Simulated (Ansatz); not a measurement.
**CaAg₂Ge₂: strain energy, fitted**

CaAg₂Ge₂, I4/mmm, a = 4.319 Å, c = 10.916 Å. The structure is a COD entry; whether it is the stable form wasn't checked. Ansatz: r2SCAN, PAW, 500 eV, Γ-centred 8×8×4 mesh on 10 atoms, Gaussian smearing 0.10 eV; no spin polarisation. Series: equal strain along all axes, cell held, atoms relaxed; x is the strain in per cent. y is the free energy over the unstrained cell, V0 = 20.366 Å³/atom.

| x (%) | y (meV/atom) |
| --- | --- |
| -4.5 | ? |
| -3.0 | 42.52 |
| -1.5 | 9.81 |
| 0.0 | 0.00 |
| 1.5 | 9.30 |
| 3.0 | 34.42 |
| 4.5 | 72.55 |

**Question.** Fit y = c2 x² + c3 x³ to the other rows, turn c2 into a modulus, and predict the missing energy.

**Answer.** Least squares on the rows shown. y = 4.2674 x² − 0.15166 x³. In eV per unit strain² c2 is 42.67; the stiffness is B for this strain (E = 9/2 B V0 ε², shape held): 2 × 42.67 × 160.2 / (9 × 20.366) = 75 GPa. The unstrained cell keeps some stress along the strain, worth a slope of 0.22 meV/atom per %, which the form leaves out. At x = -4.5 the fit asked for gives 100.23 meV/atom. The run gave 102.39 meV/atom, so the fit is 2.16 meV/atom too low, 2.1 % of the span of the series, against an rms of 0.17 meV/atom on the fitted rows. The row lies outside the fitted range. With a term in x⁴ added, a fit to the same known rows predicts 99.80 meV/atom, further off still.